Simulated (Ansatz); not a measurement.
NaC8 in space group P6/mmm (No. 191; C on 6l, C on 2c, Na on 1b) under volume change, PBE+D3(BJ) in the plane-wave PAW code Ansatz, shape and atoms relaxed at each volume.

```csv
V (Å³/atom),E − E(relaxed) (meV/atom),P (GPa)
9.734,16.4,5.96
10.055,[?],[?]
10.376,1.6,1.70
10.696,0.0,0.00
11.017,[?],[?]
11.338,5.0,-2.24
11.659,9.8,-2.62
```

Q: Fill in the missing entries.

A: 
- 11.017, E − E(relaxed) (meV/atom): 1.4
- 11.017, P (GPa): -1.33
- 10.055, E − E(relaxed) (meV/atom): 6.9
- 10.055, P (GPa): 3.64

Q: What does a third-order Birch–Murnaghan fit give for V₀, B₀ and B′?

A: V₀ = 10.70 Å³/atom, B₀ = 45.2 GPa, B′ = 7.5.

The cell is a constructed one: a structure type filled with these elements; neither database checked (COD, Materials Project) lists it. Whether it is the stable phase at ambient conditions was not checked. Symmetry was held in the PBE+D3(BJ) relaxation; of distortions, only those at the zone centre were tested.

Potentials: the later of the program's two PAW sets.
